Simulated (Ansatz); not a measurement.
MoW:
```cif
data_Mo4W4
_chemical_formula_sum 'W4 Mo4'
_space_group_name_H-M_alt 'Cmcm'
_space_group_IT_number 63
_space_group_name_Hall '-C 2c 2'
_cell_length_a 2.58543
_cell_length_b 10.61163
_cell_length_c 4.68719
_cell_angle_alpha 90.000
_cell_angle_beta 90.000
_cell_angle_gamma 90.000
loop_
_atom_site_label
_atom_site_type_symbol
_atom_site_symmetry_multiplicity
_atom_site_Wyckoff_symbol
_atom_site_fract_x
_atom_site_fract_y
_atom_site_fract_z
_atom_site_occupancy
W1 W 4 c 0.00000 0.32071 0.25000 1
Mo1 Mo 4 c 0.00000 0.06890 0.25000 1
```
(The calculation used a cell of 4 atoms; values per cell refer to that cell.)

Relaxed at zero pressure with plane-wave PAW r²SCAN (Ansatz code).

Problem. The volume is raised by 3 % and shape and atoms relax at that volume. What pressure results, and how do the axes share the change?

Solution. -7.5 GPa; a 0.9 %, b 0.8 %, c 1.3 %; the energy rises by 12 meV/atom.

Problem. Give the new structure.

Solution. 
Space group Cmcm (No. 63); a = 2.6077 Å, b = 10.6978 Å, c = 4.7479 Å, α = 90.00°, β = 90.00°, γ = 90.00°

| atom | site | symmetry | x | y | z |
|---|---|---|---|---|---|
| W | 4c | m2m | 0.0000 | 0.3211 | 0.2500 |
| Mo | 4c | m2m | 0.0000 | 0.0697 | 0.2500 |

The phase is kept; no other phase was compared at this pressure.

The start of the workflow was typed in or built on a structure type; neither database checked (COD, Materials Project) lists it. Whether it is the stable phase at ambient conditions was not checked. The cell was relaxed with r²SCAN under the symmetry of its start; whether a distortion lowers the energy is not shown. No spin polarisation was allowed. Its formation energy is positive at this level, so the cell may be metastable or incomplete. Axis ratios of metals converge slowly with the k-mesh, so a and c are less sure than the volume. Scalar-relativistic: spin–orbit coupling is off unless named, which matters more the heavier the elements.

Potentials: the later of the program's two PAW sets.
